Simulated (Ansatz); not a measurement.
SiO2 in space group R32 (No. 155; Si on 9e, O on 9e, O on 9d), the program Ansatz at the r²SCAN level (PAW). The conduction-band minimum lies at Γ, with 1 equivalent valley. Second derivatives d²E/dk² of the lowest band at one valley (eV·Å²), along Cartesian directions:

```json
[
 {"direction": "[100]", "d²E/dk²": "13.27"},
 {"direction": "[010]", "d²E/dk²": "13.27"},
 {"direction": "[001]", "d²E/dk²": "13.29"},
 {"direction": "[110]", "d²E/dk²": "13.27"},
 {"direction": "[101]", "d²E/dk²": "13.28"},
 {"direction": "[011]", "d²E/dk²": "13.28"}
]
```

Task: Find the principal effective masses, the density-of-states mass and the conductivity mass.

Result: Off-diagonal terms follow from H_xy = H[110] − (H_xx + H_yy)/2, and m*/mₑ = 7.620 eV·Å² over each eigenvalue: 0.57, 0.57, 0.57. One valley's DOS mass (m₁m₂m₃)^(1/3) = 0.57, conductivity mass 3/(Σ 1/mᵢ) = 0.57 mₑ.

Task: What effective density of states Nc follows at 300 K for parabolic valleys?

Result: Nc = 2.509e19 × 1 × (0.57)^(3/2) ≈ 1.1e19 cm⁻³.

Task: With the computed static dielectric constant 3.45 (mean of the diagonal), estimate a hydrogenic donor's binding energy and radius.

Result: E = 13.606 eV × 0.57/3.45² ≈ 650 meV; a = 0.529 Å × ε/m* ≈ 3.2 Å. Semilocal masses tend to be too small when the gap is underestimated.

The first step of the workflow began from a Materials Project structure, measured or hypothetical; the Crystallography Open Database copy checked does not list it. It is not the phase usual at ambient conditions (space group No. 92, 152, 154). Symmetry was held in the r²SCAN relaxation; phonons show weakly imaginary modes.

Potentials: the earlier of the program's two PAW sets.
